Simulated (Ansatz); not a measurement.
Computed with DFT PBE, scalar-relativistic, plane waves, PAW (Ansatz 0.2.0). Settings: cutoff 420 eV, Γ-centred meshes spaced at most about 0.3 Å⁻¹, and about 0.25 Å⁻¹ or finer for metals (2π included), Gaussian smearing. No spin polarisation in the final relaxations.

These are static total energies at zero pressure.

Two relaxed structures of Si8N:

A.

```cif
data_structure
_symmetry_space_group_name_H-M 'P4/mmm'
_symmetry_Int_Tables_number 123
_cell_length_a 6.4363
_cell_length_b 6.4363
_cell_length_c 3.3214
_cell_angle_alpha 90.000
_cell_angle_beta 90.000
_cell_angle_gamma 90.000
_cell_volume 137.59
loop_
_atom_site_label
_atom_site_type_symbol
_atom_site_symmetry_multiplicity
_atom_site_Wyckoff_symbol
_atom_site_fract_x
_atom_site_fract_y
_atom_site_fract_z
_atom_site_occupancy
Si1 Si 4 o 0.20422 0.50000 0.50000 1
Si2 Si 4 l 0.72616 0.00000 0.00000 1
N1 N 1 d 0.50000 0.50000 0.50000 1
```

B.

```cif
data_structure
_symmetry_space_group_name_H-M 'I4/mmm'
_symmetry_Int_Tables_number 139
_cell_length_a 11.9719
_cell_length_b 11.9719
_cell_length_c 2.5738
_cell_angle_alpha 90.000
_cell_angle_beta 90.000
_cell_angle_gamma 90.000
_cell_volume 368.89
loop_
_atom_site_label
_atom_site_type_symbol
_atom_site_symmetry_multiplicity
_atom_site_Wyckoff_symbol
_atom_site_fract_x
_atom_site_fract_y
_atom_site_fract_z
_atom_site_occupancy
Si1 Si 8 i 0.13343 0.50000 0.50000 1
Si2 Si 8 i 0.65336 0.50000 0.50000 1
N1 N 2 a 0.00000 0.00000 0.00000 1
```

Question: Which would you expect to be lower, and how large is the difference?

Answer: A is lower, by 166 meV/atom. A has space group P4/mmm (No. 123), 15.3 Å³/atom and no gap on its mesh; B has space group I4/mmm (No. 139), 20.5 Å³/atom and no gap. Counting Si atoms around N (those within 1.25 times the shortest such distance or 1.15 times the sum of covalent radii), A and B both have N 4. A and B both hold Si–Si bonds in all directions. The denser one is the lower, and pressure would at first widen the difference. Even the lower one lies +0.51 eV/atom against the reference forms of the elements (uncorrected), so neither is stable at this level. Both come from invented guesses.

Cells relaxed within their symmetry can be saddle points.
